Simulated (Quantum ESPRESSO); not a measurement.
```xyz
4
Lattice="3.7594 0.0000 0.0000 -1.8797 3.2557 0.0000 0.0000 0.0000 6.0239" Properties=species:S:1:pos:R:3 pbc="T T T"
S      1.8797     1.0852     4.6336
S      0.0000     0.0000     1.6530
Cu     1.8797     1.0852     2.3735
Lu     0.0000     2.1705     0.0325
```

The PBEsol cell relaxed from Materials Project entry mp-1001780 was given a biaxial strain of -1 % along x and y, z relaxed, and the atoms were relaxed again.

Question: What does PBEsol (Quantum ESPRESSO, PseudoDojo norm-conserving, 100 Ry, without SOC) give for the electronic structure near the Fermi level?

Answer: The PBEsol gap is indirect, 1.07 eV, from Γ to L; the smallest direct gap is 1.88 eV. The 3d shell has no Hubbard U; the runs are without spin polarisation, and magnetic order was not tried. The 4f states are in the valence at their DFT position.

The structure is a Materials Project entry; no match was found in the copy of COD used, and its stability was not checked.
